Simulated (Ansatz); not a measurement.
## rocksalt-structured IrS

Computed with Ansatz (plane waves, PAW, 420 eV cutoff): PBEsol, scalar-relativistic, no spin polarisation, Γ-centred 10×10×10 mesh, 0.05 eV Gaussian smearing. The datasets are Ansatz's generated set soft_2.

```
Ir S
1.0
     0.00000    2.43912    2.43912
     2.43912    0.00000    2.43912
     2.43912    2.43912    0.00000
Ir S
1 1
Direct
  0.50000 0.50000 0.50000
  0.00000 0.00000 0.00000
```

This is a trial structure made by placing the elements on a prototype's sites, so it needn't be the stable form.

The cell is relaxed to zero pressure at this level.

The cell has space group Fm-3m (read at 0.01 Å). In it the stress is 0.04, 0.04, 0.04, 0.00, 0.00, 0.00 GPa and the largest force component 0.000 eV/Å. Each change below starts from this cell, without further relaxation. Stress is in GPa, positive in compression, in the order xx, yy, zz, yz, xz, xy; energies are counted from the cell above and are free energies with the smearing's entropy, which match forces and stress in a metal.

What happens when atom 2 (S) is moved by 0.08 Å along y?

The energy changes by -5.6 meV per cell, and the force on it along the shift is 0.114 eV/Å (−F/u = -1.42 eV/Å²). Stress: -0.25, 2.13, -0.25, 0.00, 0.00, 0.00.
| atom | Fx (eV/Å) | Fy | Fz |
| --- | --- | --- | --- |
| Ir1 | 0.000 | -0.114 | 0.000 |
| S2 | 0.000 | 0.114 | 0.000 |

What stress follows from an engineering strain of 1 % in yz, atoms carried along?

0.03, 0.04, 0.04, -0.13, 0.00, 0.00 GPa; the energy changes by 0.1 meV per cell.
The change of the stress over the strain gives a clamped-atom stiffness of about 12.9 GPa for this component.

For elements this heavy, spin–orbit coupling would shift levels and gaps; it isn't included here. The cell is a metal with an odd number of electrons, and spin polarisation wasn't tried. A displaced or strained copy of the relaxed cell lay 2.9 meV/atom lower, so the structure isn't a true minimum at this level, unless the mesh, which matters in a metal, makes it so.
